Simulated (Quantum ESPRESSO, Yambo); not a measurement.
At a photon energy of 9.62 eV, RPA with local fields on PBEsol bands shifted by a G0W0 scissor of 3.73 eV (Quantum ESPRESSO and Yambo; 6×6×2 mesh, 153 bands, 3 Ry local-field block, 0.2 eV broadening) gives ε = 2.99 + 0.8i for RbScS2O8 (space group P321, No. 150), field along x. Axes are Cartesian, with cell vectors (Å) (5.06, 0.00, 0.00), (-2.53, 4.38, 0.00), (0.00, 0.00, 8.77).

Q: Work out n, κ, the normal-incidence reflectivity, the absorption coefficient and the penetration depth.

A: 
|ε| = 3.10; n = √((|ε| + ε1)/2) = 1.74, κ = √((|ε| − ε1)/2) = 0.23. R = ((n − 1)² + κ²)/((n + 1)² + κ²) = 0.08. α = 2Eκ/(ħc) with ħc = 197.327 eV nm: 0.0224 per nm = 2.2 × 10⁵ per cm, a 1/e depth of 45 nm. The computed direct gap is 8.10 eV, and the energy scale of the real crystal may differ from it. Excitonic effects are left out, and values at one energy depend on mesh and broadening. The scissor comes from a G0W0 run whose convergence isn't established. Convergence of the RPA response with its 6×6×2 mesh was not tested.

Geometry of the Materials Project entry, not relaxed at this level; primitive cell a = 5.060 Å, b = 5.060 Å, c = 8.769 Å, α = 90.00°, β = 90.00°, γ = 120.00°.

The structure is a Materials Project entry; no match was found in the copy of COD used, and its stability was not checked.
